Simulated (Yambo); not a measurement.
RPA spectrum of PbTe (rock salt, space group Fm-3m, No. 225) on PBEsol bands in Yambo (8×8×8 mesh, 53 bands, 4 Ry local-field block, 0.2 eV broadening; field along x). CGrdSpXd merges neighbouring transition energies to save time; the report line [X-CG] gives the poles kept by one of the 4 MPI tasks, and where the merging fails may depend on that split.

```csv
CGrdSpXd asked (%),share reached (%),poles used (one task),static ε,largest change of Im ε (% of its maximum),rough time
100,100,2806,26.9,0.0,1
70,69,1953,26.9,0.1,within a factor of two
30,29,838,26.9,1.3,within a factor of two
15,11,319,31.3,65,about 1/2
5,3,91,31.3,65,about 1/2
```

All runs end normally. In the runs at 15 %, 5 % few poles are left or the spectrum changes by over a quarter of its peak, and no warning says so. Times are rough ratios from shared machines. The k mesh wasn't tested; the rows compare only with each other.

Spin-orbit coupling is not included.

Geometry of the Materials Project entry, not relaxed at this level; primitive cell a = b = c = 4.6257 Å, α = β = γ = 60.00°.
